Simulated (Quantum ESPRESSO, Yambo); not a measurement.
# Levels of theory for the gap of CdCl$_{2}$

CdCl2 (space group R-3m, No. 166): one geometry, one set of PBEsol (pw.x of Quantum ESPRESSO, ONCV potentials, without SOC) orbitals, self-energies from Yambo (4×4×4 Γ-centred k mesh, bands 5 to 146 and a 8 Ry block in the screening, 146 bands in G with the Bruneval-Gonze terminator, plasmon pole fitted at 27.2 eV).

Cell and atoms were relaxed with PBE+D3(BJ) from Materials Project entry mp-22881, within its symmetry.

```csv
level,gap F → Γ (eV),direct gap at Γ (eV),rough Yambo cost
PBEsol (Quantum ESPRESSO),3.31,3.52,–
exchange only (Hartree-Fock self-energy on PBEsol orbitals),11.92,12.11,about 1/20 (8 states)
static COHSEX@PBEsol,6.44,6.61,within a factor of two (3 states)
"G0W0@PBEsol, plasmon pole",5.52,5.70,1 (8 states)
```

Bare exchange has no screening and gives the widest gap; static COHSEX screens it but leaves out the frequency dependence, which G0W0 restores.

Costs are rough ratios of core time on shared machines.

Nearest settings tried, and what they do to the gap: 3 Ry block (49 vectors against 201): -193 meV. Not varied: bands in G, bands in W, mesh. So the settings aren't converged at that level.

Spin-orbit splittings are left out.
